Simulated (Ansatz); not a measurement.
Zn (hcp, Mg type)

```
Zn
1.0
    2.62220     0.00000     0.00000
   -1.31110     2.27089     0.00000
    0.00000     0.00000     5.19319
Zn
2
Direct
  0.33333   0.66667   0.75000
  0.66667   0.33333   0.25000
```

This relaxed cell (volume V₀) is scaled evenly in all directions, its shape held. Symmetry pins the atoms to their sites.

Calculation: PBE (plane waves to 420 eV, PAW, scalar-relativistic; Ansatz, a first-principles code). k mesh 20×20×9 (Γ-centred), Fermi-Dirac smearing 0.05 eV. The energy includes the smearing's −TS. Stress and pressure are positive under compression. With the shape held, the modulus is that of even scaling; a crystal free to change shape is softer. The PAW data are Ansatz's earlier set. Zn was relaxed with its symmetry unable to fall. The zero of ΔE is the relaxed starting cell.

The scan covers V/V₀ from 0.840 to 1.160 in 11 points.

What is ΔE at V/V₀ = 1.160?

66 meV/atom.

What is ΔE at V/V₀ = 0.840?

130 meV/atom.

What pressure does the cell carry at V/V₀ = 0.840?

20.0 GPa.

(Under strain, the slope of the energy per volume gives the stress and its curvature an elastic modulus.)
